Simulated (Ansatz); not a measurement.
Task: Each is relaxed and computed with PBE (plane waves, PAW; program Ansatz). Which is the only metal?
A. ScAl3N4, P-6m2 (Pearson symbol hP8)
B. BP, zinc blende
C. Zr2SiB2, P-6m2 (Zr on 2h, Si on 1a, B on 1b, B on 1f)
D. SiB12C2, R-3m (B on 18h, B on 18h, C on 6c, Si on 3b)

Result: C, Zr2SiB2, P-6m2 (Zr on 2h, Si on 1a, B on 1b, B on 1f). Zr2SiB2: metal; SiB12C2: gap 1.61 eV (indirect); BP: gap 1.25 eV (indirect); ScAl3N4: gap 2.68 eV (indirect). Typed or built starts, not in the databases checked: Zr2SiB2, P-6m2 (Zr on 2h, Si on 1a, B on 1b, B on 1f); SiB12C2, R-3m (B on 18h, B on 18h, C on 6c, Si on 3b); ScAl3N4, P-6m2 (Pearson symbol hP8). All cells were relaxed under the symmetry of their starts (and spin orders); stability against distortions was not tested throughout. Named crystals with no word on spin ran without spin polarisation. Spin–orbit coupling is left out wherever it is not named.

Potentials: the earlier of the program's two PAW sets.
